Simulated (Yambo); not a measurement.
A G0W0@LDA run in Yambo for CaC₂ (space group C2/c, No. 15) (4×4×2 Γ-centred k mesh, 140 bands and a 7 Ry block in the screening, 140 bands in G with the Bruneval-Gonze terminator, plasmon pole fitted at 27.2 eV) gives these matrix elements, in eV, at the band edges ((0.25, -0.25, 0) → (-0.5, -0.5, 0)):

```csv
state,E0,<Vxc>,<Σx>,<Σc(E0)>,Z
valence edge,0.000,-14.636,-18.644,2.913,0.782
conduction edge,1.859,-10.796,-6.166,-3.259,0.825
```

Question: Solve the linearised quasiparticle equation for both states, give the gap, and say how exchange and correlation each act on it.

Answer: E = E0 + Z(Σx + Σc − Vxc). Valence: 0.000 + 0.782 × (-18.644 + (2.913) − (-14.636)) = -0.86 eV. Conduction: 1.859 + 0.825 × (-6.166 + (-3.259) − (-10.796)) = 2.99 eV. The gap is 3.85 eV, against 1.86 eV in LDA. Replacing Vxc by bare exchange alone would open it by 8.64 eV; correlation takes back 6.17 eV of that, and Z scales what is left. Nearest settings tried, and what they do to the gap: 109 bands in W, 109 bands in G: +11 meV; 6 Ry block (153 vectors against 199): -60 meV; 4×4×1 mesh: -2 meV. So the settings aren't converged at that level. 

Geometry of the Materials Project entry, not relaxed at this level; primitive cell a = b = 3.8997 Å, c = 7.3841 Å, α = β = 104.58°, γ = 64.51°.

The structure is a Materials Project entry; no match was found in the copy of COD used, and its stability was not checked.
